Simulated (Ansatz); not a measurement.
MoS:
```
CELL_PARAMETERS angstrom
      3.00544     0.00000     0.00000
      0.00000     3.00544     0.00000
      0.00000     0.00000     3.00544
ATOMIC_POSITIONS crystal
  Mo 0.00000 0.00000 0.00000
  S  0.50000 0.50000 0.50000
```

Relaxed with PBE. Special points in fractions of this cell's reciprocal vectors: Γ (0.000, 0.000, 0.000); X (0.000, 0.500, 0.000); M (0.500, 0.500, 0.000); R (0.500, 0.500, 0.500).

Q: List the band energies nearest the Fermi level at these points for PBE with spin–orbit coupling (plane waves, PAW; program Ansatz).

A: In eV from the Fermi level; about four levels below and three above (degenerate sets whole), none deeper than 8.9 eV; points with the same levels are listed once.

```csv
k,below,above
Γ,-2.39 -2.39 -2.39 -2.39,0.69 0.69 0.69 0.69
X,-4.29 -4.29 -3.02 -3.02,1.26 1.26 2.17 2.17
M,-1.21 -1.21 -1.18 -1.18,0.39 0.39 2.70 2.70
R,-8.36 -8.36 -8.36 -8.36,2.82 2.82 2.82 2.82 2.82 2.82
```

Space group Pm-3m (CsCl type). A made-up cell: these elements were put on the sites of a structure type; neither database checked (COD, Materials Project) lists it. Whether it is the stable phase at ambient conditions was not checked. The PBE relaxation kept the symmetry of its start; whether a distortion lowers the energy is not shown. No spin polarisation was allowed.

Potentials: the earlier of the program's two PAW sets.
